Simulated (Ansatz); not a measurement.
CdSe (wurtzite)

```
CdSe
1.0
    4.38288     0.00000     0.00000
   -2.19144     3.79568     0.00000
    0.00000     0.00000     7.15467
Cd Se
2 2
Direct
  0.66667   0.33333   0.00047
  0.33333   0.66667   0.50047
  0.66667   0.33333   0.62473
  0.33333   0.66667   0.12473
```

E(V) scan at fixed shape, V₀ the volume above. The atoms relax within the cell's symmetry.

All values below come from PBE (plane waves to 420 eV, PAW, scalar-relativistic; Ansatz, a quantum-chemistry and plane-wave program). k mesh 9×9×5 (Γ-centred), Fermi-Dirac smearing 0.05 eV. Stress and pressure are positive under compression. CdSe was relaxed with its symmetry unable to fall. The PAW data are Ansatz's earlier set.

At one point of the scan the stress tensor (GPa) is:

```
   1.46     0.00     0.00
   0.00     1.46     0.00
   0.00     0.00     1.46
```

Q: Which point is it?
A) V/V₀ = 0.940
B) V/V₀ = 0.980
C) V/V₀ = 0.970
D) V/V₀ = 0.950

A: C, V/V₀ = 0.970

(A scan under strain: stresses follow from slopes of the energy per volume, elastic moduli from its curvatures.)
